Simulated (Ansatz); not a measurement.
# Relaxing a structure of TiTe$_{2}$

The start is a generated cell, TiTe2 placed in the cotunnite structure type. Cell shape, volume and atoms are optimised at zero target pressure with PBEsol (plane waves to 420 eV, PAW, scalar-relativistic; Ansatz, a program for electronic structure). First-step values are on the input's coarse k-mesh.

Ansatz input (later rounds restart from its end on a renewed k-mesh):
Ansatz 0.2 input:
```yaml
crystal:
  lattice:
    - [7.269842, 0, 0]
    - [0, 4.325615, 0]
    - [0, 0, 8.629098]
  atoms:
    - { symbol: Ti, position: [0.7377, 0.25, 0.5959] }
    - { symbol: Ti, position: [0.2377, 0.25, 0.9041] }
    - { symbol: Ti, position: [0.2623, 0.75, 0.4041] }
    - { symbol: Ti, position: [0.7623, 0.75, 0.0959] }
    - { symbol: Te, position: [0.625, 0.25, 0.9217] }
    - { symbol: Te, position: [0.125, 0.25, 0.5783] }
    - { symbol: Te, position: [0.375, 0.75, 0.0783] }
    - { symbol: Te, position: [0.875, 0.75, 0.4217] }
    - { symbol: Te, position: [0.5202, 0.25, 0.337] }
    - { symbol: Te, position: [0.0202, 0.25, 0.163] }
    - { symbol: Te, position: [0.4798, 0.75, 0.663] }
    - { symbol: Te, position: [0.9798, 0.75, 0.837] }
basis: { ecutwfc: 420, ecutrho_ratio: 4, xc_grid: 2, fft_grid_basis: typed }
kpoints: { mp_grid: { grid: [3, 5, 3] } }
hamiltonian:
  xc: pbesol
  dispersion: none
  pseudopotentials: { kind: paw }
scf: { occupations: { method: fermi_dirac, width: 0.05 } }
relax: { f_tol: 0.01, max_steps: 100, cell: { stress_tol: 0.02 } }
output: { forces: true, stress: true }
```

Q: How large is the pressure on the unrelaxed cell, and of which sign?

A: +5 GPa (positive: the cell is compressed).

Q: What is the largest force in the starting geometry, and on which atom (counted from 1)?

A: About 1.1 eV/Å, on Te5, Te6, Te7, Te8 (atoms numbered as listed).

Q: By how much does the energy per atom fall from start to end?

A: 0.12 eV/atom.

Q: How does the volume per atom move from start to end?

A: -0.5 %, from 22.61 to 22.51 Å³/atom.

Q: How do the shortest distances between atoms change?

A: The closest pairs of elements (up to four, under 3.6 Å), start → end: Te–Ti 2.74 → 2.81 Å; Te–Te 3.13 → 3.24 Å.

The space group stays Pnma (No. 62) (the run could not lower it); the end is AFLOW prototype A2B_oP12_62_2c_c (C23, as in PbCl2), with 12 atoms in the primitive cell. Final values are on a 5×10×4 k-mesh of the relaxed cell. No spin polarisation in the result.

The run could not lose the symmetry of its start: the end is stationary, and may be a saddle point rather than a minimum.

The relaxed structure here is a generated cell of TiTe2: the first start was made by placing the elements on the sites of a structure type, and the end was not matched to a known phase here, so it may be hypothetical. Known forms of TiTe2 include space group No. 164.
